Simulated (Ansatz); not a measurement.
HfSeS:
```xyz
3
Lattice="3.6123 0.0000 0.0000 -1.8062 3.1283 0.0000 0.0000 0.0000 5.8460" Properties=species:S:1:pos:R:3 pbc="T T T"
Hf     0.0000     0.0000     5.7714
Se     0.0000     2.0856     1.5421
S      1.8062     1.0428     4.3784
```

Tensor components refer to the Cartesian frame of this cell.

**Question.** Give the high-frequency dielectric tensor and the Born effective charge tensors of the independent atoms from DFPT, LDA in the plane-wave PAW code Ansatz.

**Answer.** 
ε∞:
```
15.1  0.00  0.00
0.00  15.1  0.00
0.00  0.00  7.58
```
Z* of atom 1 (Hf), rows: field, columns: displacement, in e:
```
7.21  0.00  0.00
0.00  7.21  0.00
0.00  0.00  1.98
```
Z* of atom 2 (Se), rows: field, columns: displacement, in e:
```
-3.50   0.00   0.00
 0.00  -3.50   0.00
 0.00   0.00  -0.83
```
Z* of atom 3 (S), rows: field, columns: displacement, in e:
```
-3.71   0.00   0.00
 0.00  -3.71   0.00
 0.00   0.00  -1.15
```

Space group P3m1. The first step of the workflow began from a Materials Project structure, measured or hypothetical; the Crystallography Open Database copy checked does not list it. With Se and S taken as one species the cell has the higher symmetry P-3m1, so it may be an ordered model of a mixed-site phase. Whether it is the stable phase at ambient conditions was not checked. The LDA relaxation kept the symmetry of its start; whether a distortion lowers the energy is not shown. The run is not spin-polarised. A crystal of weakly bound layers computed without a dispersion correction: the cell and the soft elastic constants depend strongly on that. Scalar-relativistic: spin–orbit coupling is off unless named, which matters more the heavier the elements.

Potentials: the later of the program's two PAW sets.
